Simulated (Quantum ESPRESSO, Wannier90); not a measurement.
**Wannierisation of Si₂Mo (I4/mmm)**

Cell from Materials Project (mp-2592), symmetrised, no further relaxation. COD (Crystallography Open Database) has an entry of this formula and space group (matched by these alone). Level: PBE, no spin polarisation, no spin-orbit coupling; pw.x of Quantum ESPRESSO at 64 Ry with PseudoDojo potentials, 10×10×10 k-points, Wannier90. Density: 10×10×10 mesh, cold smearing 0.01 Ry.

On the energy scale of pw.x, whose zero is arbitrary, the Fermi level lies at 16.07 eV.

Input w.win:

```
num_bands = 3
num_wann = 3
exclude_bands = 1,5-31
num_iter = 1000
conv_tol = 1.0e-6
conv_window = 4
write_hr = true
write_u_matrices = true
auto_projections = true
begin unit_cell_cart
ang
    3.2042600000    0.0000000000    0.0000000000
    0.0000000000    3.2042600000    0.0000000000
   -1.6021300000   -1.6021300000    3.9080950000
end unit_cell_cart
begin atoms_frac
Si  -0.3354300000 -0.3354300000  0.3291400000
Si   0.3354300000  0.3354300000 -0.3291400000
Mo   0.0000000000  0.0000000000  0.0000000000
end atoms_frac
mp_grid = 10 10 10
begin kpoints
0.0000000000 0.0000000000 0.0000000000
0.0000000000 0.0000000000 0.1000000000
0.0000000000 0.0000000000 0.2000000000
... (997 more lines: the 10x10x10 mesh through Gamma)
end kpoints
```

Input of pw2wannier90.x that gives the overlap and projection files (equivalent; here they were cut from one run over all bands):

```
&inputpp
  outdir = './out'
  prefix = 'pwscf'
  seedname = 'w'
  write_amn = .true.
  write_mmn = .true.
  atom_proj = .true.
  atom_proj_exclude = 1 2 3 4 5 6 7 8 9 13 14 15 16 17 18
/
```

Output w.wout (banner and timings cut):

```
                                    ------
                                    SYSTEM
                                    ------

                              Lattice Vectors (Ang)
                    a_1     3.204260   0.000000   0.000000
                    a_2     0.000000   3.204260   0.000000
                    a_3    -1.602130  -1.602130   3.908095

                   Unit Cell Volume:      40.12551  (Ang^3)

                        Reciprocal-Space Vectors (Ang^-1)
                    b_1     1.960885  -0.000000   0.803868
                    b_2    -0.000000   1.960885   0.803868
                    b_3     0.000000   0.000000   1.607736

 *----------------------------------------------------------------------------*
 |   Site       Fractional Coordinate          Cartesian Coordinate (Ang)     |
 +----------------------------------------------------------------------------+
 | si   1  -0.33543  -0.33543   0.32914   |   -1.60213  -1.60213   1.28631    |
 | si   2   0.33543   0.33543  -0.32914   |    1.60213   1.60213  -1.28631    |
 | mo   1   0.00000   0.00000   0.00000   |    0.00000   0.00000   0.00000    |
 *----------------------------------------------------------------------------*
                                ------------
                                K-POINT GRID
                                ------------

             Grid size = 10 x 10 x 10      Total points = 1000

 *---------------------------------- MAIN ------------------------------------*
 |  Number of Wannier Functions               :                 3             |
 |  Number of Objective Wannier Functions     :                 3             |
 |  Number of input Bloch states              :                 3             |
 |  Output verbosity (1=low, 5=high)          :                 1             |
 |  Timing Level (1=low, 5=high)              :                 1             |
 |  Optimisation (0=memory, 3=speed)          :                 3             |
 |  Length Unit                               :               Ang             |
 |  Post-processing setup (write *.nnkp)      :                 F             |
 |  Using Gamma-only branch of algorithms     :                 F             |
 *----------------------------------------------------------------------------*
 *------------------------------- WANNIERISE ---------------------------------*
 |  Total number of iterations                :              1000             |
 |  Number of CG steps before reset           :                 5             |
 |  Trial step length for line search         :             2.000             |
 |  Convergence tolerence                     :         0.100E-05             |
 |  Convergence window                        :                 4             |
 |  Iterations between writing output         :                 1             |
 |  Iterations between backing up to disk     :               100             |
 |  Write r^2_nm to file                      :                 F             |
 |  Write xyz WF centres to file              :                 F             |
 |  Write on-site energies <0n|H|0n> to file  :                 F             |
 |  Use guiding centre to control phases      :                 F             |
 |  Use phases for initial projections        :                 F             |
 *----------------------------------------------------------------------------*
 *-------------------------------- PLOTTING ----------------------------------*
 |  Plotting Hamiltonian in WF basis          :                 T             |
 *----------------------------------------------------------------------------*

       ... (k-mesh section left out)

 Starting a new Wannier90 calculation ...

 Reading overlaps from w.mmn

 Reading projections from w.amn

 *------------------------------- WANNIERISE ---------------------------------*
 +--------------------------------------------------------------------+<-- CONV
 | Iter  Delta Spread     RMS Gradient      Spread (Ang^2)            |<-- CONV
 +--------------------------------------------------------------------+<-- CONV

 ------------------------------------------------------------------------------
 Initial State
  WF centre and spread    1  (  0.000000,  0.000000,  0.000000 )     0.50837512
  WF centre and spread    2  ( -0.000000, -0.000000, -0.000000 )     0.50594105
  WF centre and spread    3  (  0.000000, -0.000000,  0.000000 )     0.50594105
  Sum of centres and spreads ( -0.000000, -0.000000,  0.000000 )     1.52025721

      0     0.152E+01     0.0000000000        1.5202572141  <-- CONV
        O_D=      0.0000000 O_OD=      0.0002716 O_TOT=      1.5202572 <-- SPRD
 ------------------------------------------------------------------------------
      1    -0.664E-13     0.0000032160        1.5202572141  <-- CONV
        O_D=      0.0000000 O_OD=      0.0002716 O_TOT=      1.5202572 <-- SPRD
      2    -0.133E-12     0.0000032151        1.5202572141  <-- CONV
        O_D=      0.0000000 O_OD=      0.0002716 O_TOT=      1.5202572 <-- SPRD
      3    -0.199E-12     0.0000032133        1.5202572141  <-- CONV
        O_D=      0.0000000 O_OD=      0.0002716 O_TOT=      1.5202572 <-- SPRD
      4    -0.265E-12     0.0000032106        1.5202572141  <-- CONV
        O_D=      0.0000000 O_OD=      0.0002716 O_TOT=      1.5202572 <-- SPRD
             <<<     Delta < 1.000E-06  over  4 iterations     >>>
             <<< Wannierisation convergence criteria satisfied >>>
 Final State
  WF centre and spread    1  (  0.000000,  0.000000,  0.000000 )     0.50837512
  WF centre and spread    2  ( -0.000000, -0.000000, -0.000000 )     0.50594105
  WF centre and spread    3  (  0.000000, -0.000000,  0.000000 )     0.50594105
  Sum of centres and spreads ( -0.000000, -0.000000,  0.000000 )     1.52025721

         Spreads (Ang^2)       Omega I      =     1.519985615
        ================       Omega D      =     0.000000000
                               Omega OD     =     0.000271600
    Final Spread (Ang^2)       Omega Total  =     1.520257214
```
